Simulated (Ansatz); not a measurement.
Input:

MgO (rock salt)

```xyz
4
Lattice="0.0000 4.2044 4.2044 2.1022 0.0000 2.1022 2.1022 2.1022 0.0000" Properties=species:S:1:pos:R:3 pbc="T T T"
O      0.0000     0.0000     0.0000
O      0.0000     2.1022     2.1022
Mg     2.1022     2.1022     2.1022
Mg     2.1022     4.2044     4.2044
```

In each cell atom 1 (O, nearest neighbour Mg at 2.102 Å; its periodic images, 3.0 Å or more away, move with it) moves by s·(0.000, 0.000, 1.000) (along Cartesian z), the rest being held.

The numbers are results of r2SCAN (plane waves to 500 eV, PAW, scalar-relativistic; Ansatz, an electronic-structure program), not measurements. k mesh 11×11×11 (Γ-centred), Fermi-Dirac smearing 0.05 eV. E stands for the smeared free energy. Left out: 2 of 11 points, with atoms too close for the PAW data. MgO was relaxed with its symmetry unable to fall. ΔE is measured from the undisplaced structure.

The scan covers s from -0.504 to 0.504 Å in 9 points.

Problem. Is the energy the same for equal positive and negative displacements?

Solution. Even: the same for both signs. With its periodic images moving along, the atom's site symmetry in this cell is -3m.

Problem. What is the energy change at s = 0.504 Å?

Solution. 1832 meV/cell.

Problem. What force acts on the atom along the line at s = -0.504 Å?

Solution. 10.6 eV/Å.

Problem. What is the force constant k = d²E/ds² of this move at s = 0?

Solution. 8.73 eV/Å².

(A displaced cell: forces are minus the slopes of the energy, force constants its curvatures, and phonons follow from these.)
